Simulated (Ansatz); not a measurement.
## Property card for Al$_{2}$O

Theory: DFT PBE, scalar-relativistic, plane waves, PAW in Ansatz 0.2.0.

Cutoff 420 eV; k points 16×16×16 on the computed 3-atom cell (Γ-centred); Gaussian smearing, width 0.10 eV; no spin polarisation.

The structure is relaxed at this level of theory with its symmetry kept, and needn't be the ground state of this composition.

```cif
data_structure
_symmetry_space_group_name_H-M 'I4/mmm'
_symmetry_Int_Tables_number 139
_cell_length_a 3.9712
_cell_length_b 3.9712
_cell_length_c 5.8022
_cell_angle_alpha 90.000
_cell_angle_beta 90.000
_cell_angle_gamma 90.000
_cell_volume 91.51
loop_
_atom_site_label
_atom_site_type_symbol
_atom_site_symmetry_multiplicity
_atom_site_Wyckoff_symbol
_atom_site_fract_x
_atom_site_fract_y
_atom_site_fract_z
_atom_site_occupancy
Al1 Al 4 c 0.00000 0.50000 0.00000 1
O1 O 2 b 0.50000 0.50000 0.00000 1
```

- Space group: I4/mmm (No. 139)
- Volume per atom: 15.25 Å³
- Formation energy from the elements' standard states (uncorrected): -0.568 eV/atom
- Kohn–Sham band gap: none (metal)
- Density of states at the Fermi level: 1.6 states/eV per cell
- Orbital (Löwdin) character within 0.5 eV of the Fermi level: Al 3p 55 %, Al 3s 24 %, O 2p 19 %
- Bader charge by site (e): Al (2 in the cell) 0.96, O (1 in the cell) -1.92

Another cell of Al2O relaxed alike, in P4/mmm, lies 0.46 eV/atom lower, so this cell isn't the stable form at this level.

The cell was found from a structure generator's guess, not taken from experiment. Löwdin shares on free-atom orbitals overweight diffuse shells.
